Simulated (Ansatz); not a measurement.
KLuS$_{2}$:
```xyz
4
Lattice="1.9759 1.1408 7.3026 -1.9759 1.1408 7.3026 0.0000 -2.2816 7.3026" Properties=species:S:1:pos:R:3 pbc="T T T"
Lu     0.0000     0.0000    10.9539
K      0.0000     0.0000     0.0000
S      0.0000     0.0000     5.1063
S      0.0000     0.0000    16.8016
```

Relaxed with r²SCAN. Independent-particle spectrum: no excitons, no local fields, no scissors shift; 0.1 eV broadening; ε₁ of the summed bands alone.

Q: Tabulate the dielectric function from DFT-r²SCAN in the program Ansatz with PAW potentials.

A: 

```csv
E (eV),ε₁ xx,ε₂ xx,ε₁ zz,ε₂ zz
0.0,5.12,0.00,4.64,0.00
0.3,5.13,0.00,4.65,0.00
0.6,5.17,0.00,4.67,0.00
0.9,5.22,0.00,4.71,0.00
1.2,5.31,0.00,4.77,0.00
1.5,5.42,0.00,4.85,0.00
1.8,5.58,0.00,4.96,0.00
2.1,5.79,0.00,5.09,0.00
2.4,6.07,0.00,5.28,0.00
2.7,6.46,0.00,5.52,0.00
3.0,7.05,0.00,5.88,0.00
3.3,8.11,0.00,6.48,0.00
3.6,11.06,1.32,8.13,1.00
3.9,10.98,5.46,6.95,2.33
4.2,6.98,11.55,7.00,2.45
4.5,1.87,6.28,7.02,3.30
4.8,2.53,4.16,6.29,4.81
5.1,3.25,3.30,5.01,4.59
5.4,4.04,3.13,4.44,4.14
5.7,4.22,3.42,4.44,3.21
6.0,4.97,3.46,5.85,3.44
6.3,5.69,3.83,6.51,4.80
6.6,6.75,6.64,5.25,6.97
6.9,3.34,7.57,3.55,7.50
7.2,2.25,6.54,1.26,5.30
7.5,3.08,7.62,3.03,4.75
7.8,0.12,8.15,3.06,6.27
8.1,-1.59,6.65,2.11,8.29
8.4,-1.98,4.60,-0.79,6.80
8.7,-1.26,3.84,-0.79,5.18
9.0,-1.07,3.38,-0.85,5.14
9.3,-0.92,3.14,-1.26,4.01
9.6,-0.76,2.41,-1.03,3.35
9.9,-0.06,2.68,-0.37,4.04
10.2,-0.41,3.20,-1.22,3.55
10.5,-1.08,2.89,-2.19,2.89
10.8,-0.98,2.14,-1.28,2.15
11.1,-1.02,1.89,-1.58,1.97
11.4,-0.62,1.53,-1.11,1.48
11.7,-0.56,1.45,-0.83,1.17
12.0,-0.30,1.25,-0.54,1.07
```

Q: From ε at 5.0 eV (xx: 3.00 + 3.50i), find n, k, the normal reflectivity and the absorption coefficient.

A: n = 1.95, k = 0.897, R = 18 %, α = 2kE/ħc = 450000 cm⁻¹.

With all bands, ε∞ without local fields is 5.17 (xx = yy), 4.69 (zz).

Space group R-3m. The workflow started from an entry of the Crystallography Open Database (COD, 301 K). Whether it is the stable phase at ambient conditions was not checked. The r²SCAN relaxation kept the symmetry of its start; whether a distortion lowers the energy is not shown. Spin–orbit coupling is left out wherever it is not named.

Potentials: the later of the program's two PAW sets.
